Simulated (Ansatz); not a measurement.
## SnTe: how strain makes field gradients

```yaml
crystal:
  lattice:
    - [0.00000, 3.15650, 3.15650]
    - [3.15650, 0.00000, 3.15650]
    - [3.15650, 3.15650, 0.00000]
  atoms:
    - { symbol: Sn, position: [0.00000, 0.00000, 0.00000] }
    - { symbol: Te, position: [0.50000, 0.50000, 0.50000] }
```

Atoms are numbered in the order listed.

The cell is COD entry 9008726, as deposited and not checked against the literature; nothing was relaxed.

Theory: DFT, LDA, all-electron PAW with datasets made for the crystal, scalar-relativistic in Ansatz 0.2.0.

Numerical set-up: a Γ-centred 11×11×11 k mesh, Fermi–Dirac smearing of 0.08 eV, cutoff 240 eV (chosen by the program for this cell), no spin polarisation.

The strain is applied along the Cartesian axes of the cell as listed (γ is the engineering shear, twice εxy = εyz = εzx). Fractional coordinates are held (clamped ions).

The columns are Cartesian components of the electric field gradient at the nuclei, in 10²¹ V/m².

Spin–orbit coupling is left out, which moves gradients at and beside heavy atoms by some per cent and at worst by a factor of two.

Only quantities that a quadratic follows smoothly over the whole series are listed; rougher ones are left out.

```tsv
γ	Vxy at Sn1	Vxy at Te2
-0.0300	-0.09	-1.85
-0.0200	-0.06	-1.22
-0.0100	-0.03	-0.60
0.0000	0.00	0.00
0.0100	0.03	0.60
0.0300	0.11	1.82
```

Task: Fit the series and give the gradient–strain slopes.

Result: Least-squares fits y = p0 + p1 x + p2 x² to the rows give Vxy at Sn1: p1 = 3.29, p2 = 12; Vxy at Te2: p1 = 61, p2 = -18. The slopes p1 are in 10²¹ V/m² per unit strain, for clamped ions.

Task: One run, at γ = 0.0200, is withheld. Predict its row.

Result: The fits give 0.07, 1.22; the run gave 0.07, 1.20.
